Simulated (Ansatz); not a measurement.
The relaxed structure here is a generated cell of CsPbCl3: the first start was made by placing the elements on the sites of a structure type, and the end was not matched to a known phase here, so it may be hypothetical. Known forms of CsPbCl3 include space group No. 221.

A structure of CsPbCl3 relaxed with r2SCAN (plane waves to 500 eV, PAW, scalar-relativistic; Ansatz, a quantum-chemistry and plane-wave program); single points at other levels follow on the same geometry (Ansatz, PAW; HSE06 at 420 eV on a 3×2×3 k-mesh; no spin-orbit coupling). Space group Pnma (No. 62).

```yaml
crystal:
  lattice:
    - [8.04744, 0.00000, 0.00000]
    - [0.00000, 11.28021, 0.00000]
    - [0.00000, 0.00000, 7.83879]
  atoms:
    - { symbol: Cs, position: [0.44878, 0.25000, 0.98654] }
    - { symbol: Cs, position: [0.94878, 0.25000, 0.51346] }
    - { symbol: Cs, position: [0.55122, 0.75000, 0.01346] }
    - { symbol: Cs, position: [0.05122, 0.75000, 0.48654] }
    - { symbol: Pb, position: [0.00000, 0.00000, 0.00000] }
    - { symbol: Pb, position: [0.50000, 0.50000, 0.50000] }
    - { symbol: Pb, position: [0.00000, 0.50000, 0.00000] }
    - { symbol: Pb, position: [0.50000, 0.00000, 0.50000] }
    - { symbol: Cl, position: [0.01124, 0.25000, 0.06551] }
    - { symbol: Cl, position: [0.51124, 0.25000, 0.43449] }
    - { symbol: Cl, position: [0.98876, 0.75000, 0.93449] }
    - { symbol: Cl, position: [0.48876, 0.75000, 0.56551] }
    - { symbol: Cl, position: [0.29223, 0.53458, 0.20574] }
    - { symbol: Cl, position: [0.79223, 0.96542, 0.29426] }
    - { symbol: Cl, position: [0.70777, 0.03458, 0.79426] }
    - { symbol: Cl, position: [0.20777, 0.46542, 0.70574] }
    - { symbol: Cl, position: [0.70777, 0.46542, 0.79426] }
    - { symbol: Cl, position: [0.20777, 0.03458, 0.70574] }
    - { symbol: Cl, position: [0.29223, 0.96542, 0.20574] }
    - { symbol: Cl, position: [0.79223, 0.53458, 0.29426] }
```

| level | gap (eV) | kind | conduction minimum |
|---|---|---|---|
| r2SCAN | 2.82 | direct | Γ |
| HSE06 | (withheld) | – | (withheld) |

### Question
Some entries are withheld; supply them.

### Answer

- HSE06, gap (eV): 3.18
- HSE06, conduction minimum: Γ

For this cell size the semilocal gaps come from the SCF mesh and high-symmetry points. No spin polarisation in the result.

The run could not lose the symmetry of its start: the end is stationary, and may be a saddle point rather than a minimum.
